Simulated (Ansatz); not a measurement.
K$_{2}$PdC$_{2}$ in space group P-3m1 (No. 164; K on 2d, Pd on 1a, C on 2c) under volume change, DFT-r²SCAN in the program Ansatz with PAW potentials, shape and atoms relaxed at each volume.

```
V (Å³/atom)  E − E(relaxed) (meV/atom)  P (GPa)
-----------  -------------------------  -------
21.679                            20.2     3.30
22.394                             8.4     2.00
23.109                             2.0     0.92
23.824                             0.0     0.00
24.538                             1.8    -0.77
25.253                             6.7    -1.42
25.968                            14.3    -1.97
```

Question: What does a third-order Birch–Murnaghan fit give for V₀, B₀ and B′?

Answer: V₀ = 23.82 Å³/atom, B₀ = 28.0 GPa, B′ = 4.7.

The workflow started from a Materials Project entry (that database holds measured and hypothetical structures alike); the Crystallography Open Database copy checked does not list it. Its standing as an ambient phase is unchecked. The cell was relaxed with r²SCAN under the symmetry of its start; whether a distortion lowers the energy is not shown. No spin polarisation was allowed.

Potentials: the later of the program's two PAW sets.
